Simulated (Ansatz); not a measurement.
BP:
```
CELL_PARAMETERS angstrom
      5.57582     0.00000     0.00000
      0.00000     5.57582     0.00000
      0.00000     0.00000     5.57582
ATOMIC_POSITIONS crystal
  B  0.25000 0.50000 0.00000
  B  0.75000 0.50000 0.00000
  B  0.00000 0.25000 0.50000
  B  0.00000 0.75000 0.50000
  B  0.50000 0.00000 0.25000
  B  0.50000 0.00000 0.75000
  P  0.50000 0.25000 0.00000
  P  0.50000 0.75000 0.00000
  P  0.00000 0.50000 0.25000
  P  0.00000 0.50000 0.75000
  P  0.25000 0.00000 0.50000
  P  0.75000 0.00000 0.50000
```

Relaxed with r²SCAN. Special points in fractions of this cell's reciprocal vectors: Γ (0.000, 0.000, 0.000); X (0.000, 0.500, 0.000); M (0.500, 0.500, 0.000); R (0.500, 0.500, 0.500).

Task: List the band energies nearest the valence-band maximum at these points for plane-wave PAW r²SCAN (Ansatz code).

Result: In eV from the valence-band maximum; about four levels below and three above (degenerate sets whole), none deeper than 8.9 eV; points with the same levels are listed once.

```
k                             below                          above
-  --------------------------------  -----------------------------
Γ  -2.78 -2.78 -2.78 0.00 0.00 0.00                 1.40 1.40 1.40
X           -1.27 -1.27 -0.88 -0.88            0.69 0.69 3.47 3.47
M           -1.98 -1.98 -1.28 -0.82            2.23 2.23 3.28 3.28
R           -2.81 -2.81 -2.81 -2.81  3.58 3.58 3.58 3.58 3.58 3.58
```

Space group Pm-3n. The start of the workflow was typed in or built on a structure type; neither database checked (COD, Materials Project) lists it. It is not the phase usual at ambient conditions (space group No. 216). Symmetry was held in the r²SCAN relaxation; whether a distortion lowers the energy is not shown.

Potentials: the earlier of the program's two PAW sets.
